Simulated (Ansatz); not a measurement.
La2O3 (La2O3 or Ni2Al3 type, P-3m1) under volume change, LDA (plane waves, PAW; program Ansatz), shape and atoms relaxed at each volume.

```csv
V (Å³/atom),E − E(relaxed) (meV/atom),P (GPa)
14.143,55.9,13.76
14.610,23.7,8.52
15.076,5.6,3.97
15.542,0.0,-0.01
16.008,5.2,-3.49
16.475,…,…
16.941,…,…
```

Problem. Some entries are withheld; supply them.

Solution. 
- 16.475, E − E(relaxed) (meV/atom): 19.9
- 16.475, P (GPa): -6.54
- 16.941, E − E(relaxed) (meV/atom): 42.8
- 16.941, P (GPa): -9.18

Problem. What does a third-order Birch–Murnaghan fit give for V₀, B₀ and B′?

Solution. V₀ = 15.54 Å³/atom, B₀ = 124 GPa, B′ = 3.5.

The LDA relaxation kept the symmetry of its start; phonons on a q-mesh show no instability. Spin–orbit coupling is left out wherever it is not named.

Potentials: the earlier of the program's two PAW sets.
